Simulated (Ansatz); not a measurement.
NaPt₃O₄ in space group Pm-3n (No. 223; Na on 2a, Pt on 6c, O on 8e) under volume change, PBEsol (plane waves, PAW; program Ansatz), scaled uniformly.

```csv
V (Å³/atom),E − E(relaxed) (meV/atom),P (GPa)
10.422,76.6,26.17
10.766,31.9,15.83
11.109,7.5,7.21
11.453,0.0,0.00
11.796,6.7,-6.04
12.140,25.2,-11.07
12.484,53.5,-15.27
```

**Question.** What does a third-order Birch–Murnaghan fit give for V₀, B₀ and B′?

**Answer.** V₀ = 11.45 Å³/atom, B₀ = 219 GPa, B′ = 5.0.

The first step of the workflow began from a Materials Project structure, measured or hypothetical; the Crystallography Open Database files this formula in space group No. 223, but the cells were not matched. Its standing as an ambient phase is unchecked. The PBEsol relaxation kept the symmetry of its start; whether a distortion lowers the energy is not shown. No spin polarisation was allowed. Scalar-relativistic: spin–orbit coupling is off unless named, which matters more the heavier the elements.

Potentials: the earlier of the program's two PAW sets. The files were generated under PBE; for other functionals the program regenerates the frozen cores, and for LDA and PBEsol the local potential too.
